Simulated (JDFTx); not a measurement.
System: Mo(110) (Im-3m bulk; lattice of mp-129, not re-optimised at this level), (1×1) cell of 5 atoms in 5 planes, area 7.09 Å² a face, 8.8 Å between the outermost planes in a cell 28.0 Å high; k mesh 10×10×1, Fermi width 0.01 Ha, no spin polarisation.

Adsorbate: H on both faces at 1.00 monolayer, started ontop and relaxed in vacuum, keeping the symmetry of the start.

Computed with JDFTx (a modified build): PBE, GBRV ultrasoft potentials, plane waves to 20/100 Ha. The adsorption energy per H is [E(slab + 2 H) − E(slab)]/2 − (½ E(H2)), with the gas molecules relaxed at the same level and slab energies taken as (E + F)/2, the usual estimate of zero smearing. In reaction energies these potentials put H₂ about 0.03 eV too high against large-basis PBE. No zero-point energy or vibrational entropy is included. Both faces are alike, and the cell allows no reconstruction beyond its size.

Predict the adsorption energy and the geometry, and the change of the work function.

0.26 eV. H sits 1.73 Å above the highest substrate atom, bound to 1 Mo at 1.73 Å. The work function goes from 4.61 to 6.56 eV. In linear PCM (GLSSA13), water, 1 M NaCl, at zero charge, the adsorption energy is 0.26 eV and the potential of zero charge moves from -0.20 to 1.98 V vs SHE (4.44 V convention).
